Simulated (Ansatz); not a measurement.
This guess for LiTa₄O is about to be relaxed.

```
Li Ta O
1.0
     3.42642    0.00000    0.00000
    -1.71321    2.96736    0.00000
     0.00000    0.00000    7.12284
Li Ta O
1 4 1
Direct
  0.00000 0.00000 0.50000
  0.33333 0.66667 0.74327
  0.33333 0.66667 0.25673
  0.66667 0.33333 0.74327
  0.66667 0.33333 0.25673
  0.00000 0.00000 0.00000
```

Method: DFT PBE, scalar-relativistic, plane waves, PAW (Ansatz). Cutoff 420 eV, Gaussian smearing, Γ-centred meshes. Cell and atoms relax first on a coarse mesh and then on a finer one. In between, the cell is made exact in the group found at 0.06 Å. In metals the finer mesh still leaves noise of several meV/atom or more. The steps can't lower the symmetry of their start. No spin polarisation in the relaxation; trial moments died out in a coarse test.

A guess keeps its type if space group and coordination stay and the shape of the cell changes little (axis ratios within about 15 %, angles within 6°); the volume may change.

Task: Does this structure survive the relaxation?

Result: It doesn't keep its type. The symmetry stays P6/mmm (No. 191). The volume per atom grows by 41.2 %, from 12.1 to 17.0 Å³. The shortest distance goes from 1.98 Å (Ta–Ta) to 2.64 Å (Ta–Ta). The ratio c/a of the conventional cell changes by a factor of 0.55. Counting neighbours within 15 % of an atom's shortest distance, the start has Li 12, O 12, Ta 3 and the end Li 14, O 14, Ta 11. In detail, at the end around Li lie 2 O at 2.69 Å and 12 Ta at 3.01 Å; around Ta lie 5 Ta at 2.64–2.73 Å, 3 Li at 3.01 Å and 3 O at 3.03 Å; O has 2 Li at 2.69 Å and 12 Ta at 3.03 Å.

```
Li Ta O
1.0
     4.68837    0.00000    0.00000
    -2.34419    4.06025    0.00000
     0.00000    0.00000    5.37271
Li Ta O
1 4 1
Direct
  0.00000 0.00000 0.50000
  0.33333 0.66667 0.74615
  0.33333 0.66667 0.25385
  0.66667 0.33333 0.74615
  0.66667 0.33333 0.25385
  0.00000 0.00000 0.00000
```

The last run used a 12×12×8 mesh (in the run's order of axes) for its 6-atom cell and Gaussian smearing of 0.10 eV. Spin–orbit coupling, which can matter for Ta, is left out. Symmetry constrained the relaxation, so the result can be a saddle point. Another cell of LiTa4O relaxed alike, in P-6m2, lies 1.14 eV/atom lower, so this cell isn't the stable form at this level.
